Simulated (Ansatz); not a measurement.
PIr2, first-principles data

PIr$_{2}$:
```cif
data_Ir8P4
_chemical_formula_sum 'P4 Ir8'
_space_group_name_H-M_alt 'Fm-3m'
_space_group_IT_number 225
_space_group_name_Hall '-F 4 2 3'
_cell_length_a 5.50575
_cell_length_b 5.50575
_cell_length_c 5.50575
_cell_angle_alpha 90.000
_cell_angle_beta 90.000
_cell_angle_gamma 90.000
loop_
_atom_site_label
_atom_site_type_symbol
_atom_site_symmetry_multiplicity
_atom_site_Wyckoff_symbol
_atom_site_fract_x
_atom_site_fract_y
_atom_site_fract_z
_atom_site_occupancy
P1 P 4 a 0.00000 0.00000 0.00000 1
Ir1 Ir 8 c 0.25000 0.25000 0.25000 1
```
(The calculation used a cell of 3 atoms; values per cell refer to that cell.)

Space group Fm-3m (No. 225), fluorite or antifluorite type; conventional cell a = b = c = 5.506 Å, α = β = γ = 90.00°.

Method: DFT-LDA in the program Ansatz with PAW potentials. Structure relaxed to zero pressure with the same functional. Other levels are named where they apply.

Cell and energy:

```json
{
 "volume_per_atom": "13.91 Å³",
 "density": "16.53 g/cm³",
 "Formation energy from the elements (no fitted shifts)": "-0.44 eV/atom"
}
```

Electronic structure:

```json
{
 "electronic_character": "metallic (no gap)",
 "Density of states at the Fermi level": "0.27 states/eV per atom (mean over ±0.08 eV)"
}
```

Mechanics:

```json
{
  "Bulk modulus (Birch–Murnaghan fit)": "317 GPa",
  "Pressure derivative B′": "4.9",
  "Elastic constants (relaxed ions, GPa)": "C11 = 649, C12 = 151, C44 = 53.2",
  "mechanical_stability": "stable (all eigenvalues of C positive)",
  "hill_bulk_and_shear_moduli": "317 and 105 GPa",
  "Young's modulus": "283 GPa",
  "Poisson's ratio": "0.35",
  "debye_temperature_from_the_elastic_constants": "350 K"
}
```

Phonons:

```json
{
 "highest_zone_centre_frequency": "333 cm^-1",
 "zone_centre_stability": "no imaginary mode at Γ"
}
```

The workflow started from a Materials Project entry (that database holds measured and hypothetical structures alike); the Crystallography Open Database files this formula in space group No. 225, but the cells were not matched. Whether it is the stable phase at ambient conditions was not checked. The LDA relaxation kept the symmetry of its start. No spin polarisation was allowed. As this level gives no gap, shear constants depend on the k-mesh and smearing (Fermi–Dirac, 0.1 eV here). As this level gives no gap, phonon frequencies hold no LO–TO term and depend on the k-mesh and smearing (Fermi–Dirac, 0.1 eV here). The references are the lowest solids computed at this level, not always the standard phases. Spin–orbit coupling is left out wherever it is not named.

Potentials: the later of the program's two PAW sets.
